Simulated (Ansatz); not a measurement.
Input:

P2W:
```xyz
6
Lattice="1.5659 -5.5408 0.0000 1.5659 5.5408 0.0000 0.0000 0.0000 4.9334" Properties=species:S:1:pos:R:3 pbc="T T T"
P      1.5659     4.7654     1.8873
P      1.5659    -4.7654     4.3540
P      1.5659    -3.2926     0.9891
P      1.5659     3.2926     3.4558
W      1.5659     1.0339     2.4664
W      1.5659    -1.0339     4.9331
```

This is the LDA-relaxed structure.

Task: All from LDA (plane waves, PAW; program Ansatz), unless another level is named. Estimate the electronic character.

Result: metallic (no gap).

Task: Predict the formation energy from the elements (no fitted shifts).

Result: -0.51 eV/atom.

Task: Predict the density of states at the Fermi level.

Result: 0.19 states/eV per atom (mean over ±0.08 eV).

Space group Cmc2_1. The first step of the workflow began from a Materials Project structure, measured or hypothetical; the Crystallography Open Database files this formula in space group No. 36, but the cells were not matched. Whether it is the stable phase at ambient conditions was not checked. The LDA relaxation kept the symmetry of its start; its stability against distortions is not shown here. No spin polarisation was allowed. The references are the lowest solids computed at this level, not always the standard phases. Spin–orbit coupling is left out wherever it is not named.

Potentials: the earlier of the program's two PAW sets.
